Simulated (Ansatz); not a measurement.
Frames from the relaxation of a relaxed Bi2Se3 cell with every coordinate shifted by Gaussian noise of σ = 0.1 Å, as extended XYZ (Å, eV, eV/Å, GPa with compression positive). Method: r2SCAN (plane waves to 500 eV, PAW, scalar-relativistic; Ansatz, a program for electronic structure). Γ-centred k-mesh 7×7×7 on the run's cell (coarser than for final values), Fermi–Dirac smearing 0.05 eV.

```xyz
5
Lattice="2.0825 1.2024 10.0599 -2.0825 1.2024 10.0599 0.0000 -2.4047 10.0599" Properties=species:S:1:pos:R:3:forces:R:3 pbc="T T T" step=1 free_energy=-41262.924 pressure=1.0 accepted=T
Bi    -0.0430    -0.1227    12.0391    0.0990   -0.0697    0.4019
Bi    -0.1008     0.0239    18.1101    0.6646    0.0108    1.0834
Se    -0.0332    -0.3276     0.0892    0.3536    0.7159   -0.2430
Se     0.1384     0.0601     6.6215   -0.8371   -0.5221   -0.9194
Se     0.0813    -0.1673    23.7165   -0.2801   -0.1350   -0.3228
5
Lattice="2.0979 1.2790 10.0811 -2.0660 1.2928 10.0729 0.0279 -2.3406 10.0494" Properties=species:S:1:pos:R:3:forces:R:3 pbc="T T T" step=2 free_energy=-41263.174 pressure=-0.8 accepted=T
Bi     0.0014    -0.0215    12.0840    0.0977   -0.0684   -0.0579
Bi    -0.0077     0.1589    18.2447    0.0942   -0.1526   -0.4911
Se     0.0580    -0.1730     0.0810   -0.0707    0.1072   -0.1603
Se     0.0395    -0.0195     6.5295   -0.0374    0.0773    0.6402
Se     0.0733    -0.0172    23.6808   -0.0838    0.0364    0.0692
5
Lattice="2.1272 1.2738 9.9288 -2.1056 1.2836 9.9231 0.0193 -2.3525 9.9015" Properties=species:S:1:pos:R:3:forces:R:3 pbc="T T T" step=3 free_energy=-41263.204 pressure=-0.8 accepted=T
Bi    -0.0017    -0.0206    11.8978    0.0557   -0.0373   -0.0605
Bi    -0.0018     0.1011    17.9609    0.0640   -0.1438   -0.2185
Se     0.0450    -0.1570     0.0598   -0.0412    0.0776   -0.0691
Se     0.0347    -0.0514     6.4739   -0.0312    0.0903    0.2654
Se     0.0507     0.0020    23.3246   -0.0474    0.0133    0.0830
5
Lattice="2.0567 1.1780 10.0113 -2.0948 1.1778 10.0192 -0.0192 -2.4152 10.0224" Properties=species:S:1:pos:R:3:forces:R:3 pbc="T T T" step=4 free_energy=-41263.233 pressure=0.5 accepted=T
Bi    -0.0059    -0.1187    11.9992    0.0094   -0.0237    0.0059
Bi    -0.0341    -0.1441    18.1351   -0.0108   -0.0051    0.0566
Se     0.0083    -0.1096     0.0506    0.0001    0.0006   -0.0545
Se    -0.0214    -0.1318     6.5725    0.0195   -0.0007   -0.0557
Se    -0.0192    -0.1467    23.5655   -0.0184    0.0293    0.0480
```

The path has 7 moves and ends in R-3m (No. 166) (AFLOW prototype A2B3_hR5_166_c_ac (C33, as in Bi2Te3)), 0.06 eV/atom below its start. Free energies are of the whole cell and compare only within this code, potentials and settings.  No spin polarisation in the result.
